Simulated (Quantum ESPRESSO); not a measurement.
# Nb5IrSnPd: input and log of a self-consistent run

Computed values, not a measurement. The program is pw.x of Quantum ESPRESSO 7.5 (plane-wave density functional theory). The cell is made up: eight metal atoms on a hexagonal close-packed lattice, with elements, volume, strain and displacements drawn at random and not relaxed, so it may be unstable or far from any real phase. PseudoDojo standard norm-conserving files set the functional (PBE unless stated); there is no spin polarisation or spin-orbit coupling, the Fermi-Dirac width of 0.25 eV means electrons at about 2900 K, and the masses in the input are unused placeholders. The tin pseudopotential is less sure than most, with forces differing by about three percent from a second method on plain tin. Heavy elements are run without spin-orbit coupling, which real alloys of them have. A spin test at this wide smearing found no moment, but such smearing suppresses magnetism that the real alloy may have.

Input:

```
&control calculation='scf', pseudo_dir='./dojo.nc.sr.pbe.v0_5.standard.upf', outdir='./o', disk_io='minimal', tprnfor=.true., tstress=.true. /
&system ibrav=0, nat=8, ntyp=4, nbnd=74, ecutwfc=82.02448710, nosym=.true., tot_charge=0,
 occupations='smearing', smearing='fd', degauss=0.0183746611
/
&electrons conv_thr=1.470e-08, electron_maxstep=70, mixing_beta=0.5 /
ATOMIC_SPECIES
Ir 1.0 Ir.upf
Nb 1.0 Nb.upf
Pd 1.0 Pd.upf
Sn 1.0 Sn.upf
CELL_PARAMETERS angstrom
4.3552 -2.497 0.0053
-2.9347 -0.0443 -4.6549
2.9867 5.1382 0.0155
ATOMIC_POSITIONS angstrom
Nb -0.0073 -0.0461 0.0417
Ir 1.4356 2.5217 0.085
Nb 0.0095 1.6815 -2.3332
Sn 1.5537 4.3172 -2.4094
Nb 2.9238 0.0335 0.0511
Pd 4.3868 2.6376 0.0358
Nb 1.4017 -0.7831 -2.3582
Nb 2.9825 1.6839 -2.3515
K_POINTS automatic
5 5 4 1 1 1
```

The log is shortened where brackets say so; the opening notice, blank lines, dates and the lines on written files are dropped, and the path of the files is cut. It prints rydbergs, bohrs and kilobars, and counts compression as positive stress. Its total energy is the free energy E - TS of the whole cell.

```
     Program PWSCF v.7.5
     Parallel version (MPI & OpenMP), running on       4 processor cores
     Number of MPI processes:                 4
     Threads/MPI process:                     1
     [start-up lines left out]
     bravais-lattice index     =            0
     lattice parameter (alat)  =       9.4869  a.u.
     unit-cell volume          =     935.9016 (a.u.)^3
     number of atoms/cell      =            8
     number of atomic types    =            4
     number of electrons       =       114.00
     number of Kohn-Sham states=           74
     kinetic-energy cutoff     =      82.0245  Ry
     charge density cutoff     =     328.0979  Ry
     scf convergence threshold =      1.5E-08
     mixing beta               =       0.5000
     number of iterations used =            8  plain     mixing
     Exchange-correlation= PBE
                           (   1   4   3   4   0   0   0)
     [axes and pseudopotential details left out]
   Cartesian axes
     site n.     atom                  positions (alat units)
         1        Nb     tau(   1) = (  -0.0014541  -0.0091828   0.0083064  )
         2        Ir     tau(   2) = (   0.2859625   0.5023067   0.0169315  )
         3        Nb     tau(   3) = (   0.0018923   0.3349442  -0.4647587  )
         4        Sn     tau(   4) = (   0.3094872   0.8599590  -0.4799373  )
         5        Nb     tau(   5) = (   0.5824025   0.0066730   0.0101788  )
         6        Pd     tau(   6) = (   0.8738229   0.5253933   0.0071311  )
         7        Nb     tau(   7) = (   0.2792098  -0.1559886  -0.4697386  )
         8        Nb     tau(   8) = (   0.5940952   0.3354222  -0.4684040  )
     number of k points=    50  Fermi-Dirac smearing, width (Ry)=  0.0184
                       cart. coord. in units 2pi/alat
        k(    1) = (   0.1394094   0.0416870  -0.1961364), wk =   0.0400000
        k(    2) = (   0.2445980   0.2250096  -0.2641976), wk =   0.0400000
     [further k points left out]
     Dense  grid:    93921 G-vectors     FFT dimensions: (  60,  60,  72)
     Estimated max dynamical RAM per process >     347.53 MB
     Estimated total dynamical RAM >       1.29 GB
     Initial potential from superposition of free atoms
     starting charge     113.9865, renormalised to     114.0000
     Starting wfcs are   78 randomized atomic wfcs
     total cpu time spent up to now is        5.9 secs
     per-process dynamical memory:   273.9 Mb
     Self-consistent Calculation
     iteration #  1     ecut=    82.02 Ry     beta= 0.50
     Davidson diagonalization with overlap
     ethr =  1.00E-02,  avg # of iterations =  2.9
     total cpu time spent up to now is       19.2 secs
     total energy              =   -1276.56047340 Ry
     estimated scf accuracy    <       8.45276920 Ry
     iteration #  2     ecut=    82.02 Ry     beta= 0.50
     Davidson diagonalization with overlap
     ethr =  7.41E-03,  avg # of iterations =  3.0
     total cpu time spent up to now is       32.8 secs
     total energy              =   -1279.31214533 Ry
     estimated scf accuracy    <      29.71345052 Ry
     iteration #  3     ecut=    82.02 Ry     beta= 0.50
     Davidson diagonalization with overlap
     ethr =  7.41E-03,  avg # of iterations =  2.0
     total cpu time spent up to now is       44.9 secs
     total energy              =   -1281.74190496 Ry
     estimated scf accuracy    <       6.62073503 Ry
     iteration #  4     ecut=    82.02 Ry     beta= 0.50
     Davidson diagonalization with overlap
     ethr =  5.81E-03,  avg # of iterations =  1.0
     total cpu time spent up to now is       54.9 secs
     total energy              =   -1281.85722182 Ry
     estimated scf accuracy    <       1.71062288 Ry
     iteration #  5     ecut=    82.02 Ry     beta= 0.50
     Davidson diagonalization with overlap
     ethr =  1.50E-03,  avg # of iterations =  2.3
     total cpu time spent up to now is       65.8 secs
     total energy              =   -1281.72919635 Ry
     estimated scf accuracy    <       0.94248809 Ry
     [iterations 6 to 14 left out]
     iteration # 15     ecut=    82.02 Ry     beta= 0.50
     Davidson diagonalization with overlap
     ethr =  7.62E-09,  avg # of iterations =  1.5
     total cpu time spent up to now is      180.7 secs
     total energy              =   -1281.83158946 Ry
     estimated scf accuracy    <       0.00000038 Ry
     iteration # 16     ecut=    82.02 Ry     beta= 0.50
     Davidson diagonalization with overlap
     ethr =  3.36E-10,  avg # of iterations =  4.8
     total cpu time spent up to now is      194.1 secs
     total energy              =   -1281.83158948 Ry
     estimated scf accuracy    <       0.00000083 Ry
     iteration # 17     ecut=    82.02 Ry     beta= 0.50
     Davidson diagonalization with overlap
     ethr =  3.36E-10,  avg # of iterations =  2.0
     total cpu time spent up to now is      205.0 secs
     total energy              =   -1281.83158955 Ry
     estimated scf accuracy    <       0.00000015 Ry
     iteration # 18     ecut=    82.02 Ry     beta= 0.50
     Davidson diagonalization with overlap
     ethr =  1.34E-10,  avg # of iterations =  1.2
     total cpu time spent up to now is      215.1 secs
     total energy              =   -1281.83158957 Ry
     estimated scf accuracy    <       0.00000002 Ry
     iteration # 19     ecut=    82.02 Ry     beta= 0.50
     Davidson diagonalization with overlap
     ethr =  1.62E-11,  avg # of iterations =  2.0
     total cpu time spent up to now is      226.6 secs
     End of self-consistent calculation
     [lines on levels left out]
!    total energy              =   -1281.83158956 Ry
     estimated scf accuracy    <       0.00000001 Ry
     smearing contrib. (-TS)   =      -0.13288020 Ry
     internal energy E=F+TS    =   -1281.69870936 Ry
     The total energy is F=E-TS. E is the sum of the following terms:
     one-electron contribution =    -255.98603231 Ry
     hartree contribution      =     201.12603544 Ry
     xc contribution           =    -261.08619812 Ry
     ewald contribution        =    -965.75251437 Ry
     convergence has been achieved in  19 iterations
     Forces acting on atoms (cartesian axes, Ry/au):
     atom    1 type  2   force =    -0.02960021   -0.01343602   -0.03850875
     atom    2 type  1   force =     0.00606933    0.00364004   -0.01695372
     atom    3 type  2   force =     0.02897680    0.02373383    0.00950214
     atom    4 type  4   force =    -0.03084044   -0.05173512    0.08689270
     atom    5 type  2   force =     0.02234436    0.03861454   -0.06962312
     atom    6 type  3   force =    -0.00416575   -0.02293780   -0.01577362
     atom    7 type  2   force =     0.02870845    0.01014837    0.01984183
     atom    8 type  2   force =    -0.02149253    0.01197215    0.02462256
     Total force =     0.160346     Total SCF correction =     0.000412
     Computing stress (Cartesian axis) and pressure
          total   stress  (Ry/bohr**3)                   (kbar)     P=       69.06
   0.00042898   0.00000288  -0.00002136           63.11        0.42       -3.14
   0.00000288   0.00026184  -0.00004313            0.42       38.52       -6.34
  -0.00002136  -0.00004313   0.00071761           -3.14       -6.34      105.56
     init_run     :      5.60s CPU      5.83s WALL (       1 calls)
     electrons    :    215.29s CPU    220.73s WALL (       1 calls)
     forces       :      1.76s CPU      1.78s WALL (       1 calls)
     stress       :      6.07s CPU      6.07s WALL (       1 calls)
     [timing details left out]
     PWSCF        :   3m48.80s CPU   3m54.55s WALL
     JOB DONE.
```

In other units: free energy -17440.207 eV for the cell, pressure 6.91 GPa, largest force component 2.234 eV/Å in size. The run took 236 s of wall time with four MPI processes on a shared machine (Intel Xeon, 2023 or later, virtual cores), so the time is rough. A rerun of this cell at a higher cutoff and on a denser mesh moved values by no more than 0.002 eV in energy, 0.06 GPa in stress and 0.009 eV/Å in force, and a second program with other atomic files agreed on that cell to 2 % rms in force and 0.5 GPa in pressure.